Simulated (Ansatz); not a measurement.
Values for one crystal, relaxed and computed with PBEsol in the plane-wave PAW code Ansatz; other levels are named.

```yaml
volume_per_atom: 14.49 Å³
electronic_character: metallic (no gap)
Formation energy from the elements (no fitted shifts): -0.72 eV/atom
highest_zone_centre_frequency: 5.71 THz
Elastic constants (relaxed ions, GPa): C11 = 161, C12 = 229, C44 = 65.0
Density of states at the Fermi level: 1.4 states/eV per atom (mean over ±0.08 eV)
zone_centre_stability: no imaginary mode at Γ
```

**Question.** Pick the material that matches.
(A) TiCo, CsCl type
(B) AlRh, CsCl type
(C) TiRh, CsCl type
(D) AlNi, CsCl type

**Answer.** C, TiRh, CsCl type

Space group Pm-3m (CsCl type). The workflow started from a Materials Project entry (that database holds measured and hypothetical structures alike); the Crystallography Open Database copy checked does not list it. COD files the formula under space group No. 123. Whether it is the stable phase at ambient conditions was not checked. The cell was relaxed with PBEsol under the symmetry of its start. At this level the phase is mechanically unstable. The run is not spin-polarised. As this level gives no gap, shear constants depend on the k-mesh and smearing (Fermi–Dirac, 0.1 eV here). As this level gives no gap, phonon frequencies hold no LO–TO term and depend on the k-mesh and smearing (Fermi–Dirac, 0.1 eV here). The references are the lowest solids computed at this level, not always the standard phases. Scalar-relativistic: spin–orbit coupling is off unless named, which matters more the heavier the elements.

Potentials: the later of the program's two PAW sets.
